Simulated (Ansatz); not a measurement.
Question: BP (CsCl type, Pm-3m) is relaxed with PBE (plane waves, PAW; program Ansatz). What lattice parameters of the conventional cell result?

Answer: a = 2.714 Å.

Question: Is it a metal or does it have a gap at this level?

Answer: No gap at this level.

The start of the workflow was typed in or built on a structure type; neither database checked (COD, Materials Project) lists it. It is not the phase usual at ambient conditions (space group No. 216). The PBE relaxation kept the symmetry of its start; its stability against distortions is not shown here. The volume moved by 19 % from the start of the relaxation. Its formation energy is positive at this level, so the cell may be metastable or incomplete.

Potentials: the earlier of the program's two PAW sets.
